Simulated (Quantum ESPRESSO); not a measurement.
## Sn2Al4ZrNb (one composition in several site orders)

Simulated, not a measurement. The program is pw.x of Quantum ESPRESSO 7.5 (plane-wave density functional theory). The cell is made up: eight metal atoms on a face-centred cubic lattice, with elements, volume, strain and displacements drawn at random and not relaxed, so it may be unstable or far from any real phase. PseudoDojo standard norm-conserving files set the functional (PBE unless stated); there is no spin polarisation or spin-orbit coupling, the Fermi-Dirac width of 0.25 eV means electrons at about 2900 K, and the masses in the input are unused placeholders. The tin pseudopotential is less sure than most, with forces differing by about three percent from a second method on plain tin. A spin test at this wide smearing found no moment, but such smearing suppresses magnetism that the real alloy may have.

The runs put one composition on the sites in different orders. Cell, positions, cutoff, mesh and smearing stay as in the input of run 1; sites are counted in its order. Stress in the tables is positive in tension.

Input of run 1:

```
&control calculation='scf', pseudo_dir='./dojo.nc.sr.pbe.v0_5.standard.upf', outdir='./o', disk_io='medium', tprnfor=.true., tstress=.true. /
&system ibrav=0, nat=8, ntyp=4, nbnd=43, ecutwfc=82.02448710, nosym=.true., tot_charge=0,
 occupations='smearing', smearing='fd', degauss=0.0183746611
/
&electrons conv_thr=1.470e-08, electron_maxstep=70, mixing_beta=0.5 /
ATOMIC_SPECIES
Al 1.0 Al.upf
Nb 1.0 Nb.upf
Sn 1.0 Sn.upf
Zr 1.0 Zr.upf
CELL_PARAMETERS angstrom
2.0949 4.1897 2.0949
0.0 4.1897 -4.1897
-4.1897 4.1897 0.0
ATOMIC_POSITIONS angstrom
Sn -0.0573 -0.0205 -0.0083
Al -2.1378 1.9862 0.0784
Zr -0.0672 2.0009 -2.1156
Nb -2.1771 4.13 -2.1052
Al 0.0539 4.1749 0.0194
Al -2.1804 6.2773 -0.0088
Al -0.0616 6.3002 -2.0361
Sn -2.0758 8.4276 -2.0807
K_POINTS automatic
5 5 5 1 1 1
```

| run | elements on sites 1 to 8 | free energy less that of run 1 (eV) | -TS (eV) | pressure (GPa) | stress xx (GPa) | stress yy (GPa) | stress zz (GPa) | stress yz (GPa) | stress xz (GPa) | stress xy (GPa) | iterations |
| --- | --- | --- | --- | --- | --- | --- | --- | --- | --- | --- | --- |
| 1 | Sn Al Zr Nb Al Al Al Sn | 0.000 | -0.904 | 6.72 | -6.57 | -6.90 | -6.69 | -2.87 | -3.36 | -0.38 | 12 |
| 2 | Zr Al Al Nb Sn Al Al Sn | 0.040 | -0.972 | 6.83 | -6.52 | -7.61 | -6.36 | 0.07 | 3.10 | -0.20 | 11 |
| 3 | Al Sn Nb Sn Zr Al Al Al | 0.241 | -0.961 | 7.09 | -6.02 | -6.87 | -8.37 | -0.98 | -1.14 | -1.80 | 11 |
| 4 | Al Al Al Nb Sn Sn Zr Al | 0.125 | -0.963 | 6.88 | -7.88 | -6.50 | -6.26 | -2.06 | -1.18 | -1.43 | 11 |
| 5 | Sn Al Al Nb Zr Sn Al Al | -0.300 | -0.918 | 5.14 | -4.39 | -7.16 | -3.87 | -1.65 | -3.57 | -2.54 | 12 |
| 6 | Sn Al Nb Al Sn Zr Al Al | -0.350 | -0.876 | 5.05 | -4.72 | -6.82 | -3.61 | -1.17 | -3.78 | -1.76 | 12 |

Forces Fx Fy Fz (eV/Å):

```
site              run 1              run 2              run 3              run 4              run 5              run 6
   1   -0.13 -0.39 0.10    0.66 -0.29 0.76    0.39 -0.34 0.32     0.40 0.03 0.77    0.09 -0.47 1.15     0.77 0.11 1.69
   2    0.55 0.76 -0.54    0.09 0.85 -0.12    0.22 1.13 -0.38     0.03 0.70 0.21     0.27 0.91 0.35    -0.22 0.35 0.08
   3     0.17 1.49 1.00     0.24 0.76 0.29     0.33 0.71 0.30    0.13 0.26 -0.24    0.25 0.84 -0.22   -0.03 0.46 -0.89
   4    0.75 -0.17 0.72     0.52 0.02 0.57    0.62 -0.02 0.84     0.31 0.23 0.41   0.08 -0.39 -0.53    0.40 0.19 -0.11
   5  -1.27 -0.42 -0.77  -1.32 -0.23 -0.89  -0.75 -0.38 -0.58  -1.19 -0.28 -0.65   -1.12 0.66 -0.29  -2.18 -0.42 -1.05
   6   0.60 -0.16 -0.36   0.48 -0.29 -0.20  -0.45 -0.64 -0.16    0.38 -0.60 0.05   0.62 -0.97 -0.52    1.35 -0.08 0.11
   7   -0.63 -0.39 0.22   -0.28 -0.43 0.07     0.72 0.01 0.04  -0.02 -0.34 -0.48  -0.36 -0.53 -0.13   -0.01 -0.04 0.25
   8  -0.04 -0.72 -0.36  -0.39 -0.40 -0.48  -1.08 -0.49 -0.37   -0.03 0.01 -0.07    0.17 -0.06 0.19  -0.09 -0.57 -0.10
```

The sites are displaced and not relaxed, so the energy differences mix bonding between neighbours with strain and are not ordering energies. A rerun of one cell of this series at a higher cutoff and on a denser mesh moved values by no more than 0.007 eV in energy, 0.06 GPa in stress and 0.011 eV/Å in force, and a second program with other atomic files agreed on that cell to 2 % rms in force and 0.5 GPa in pressure.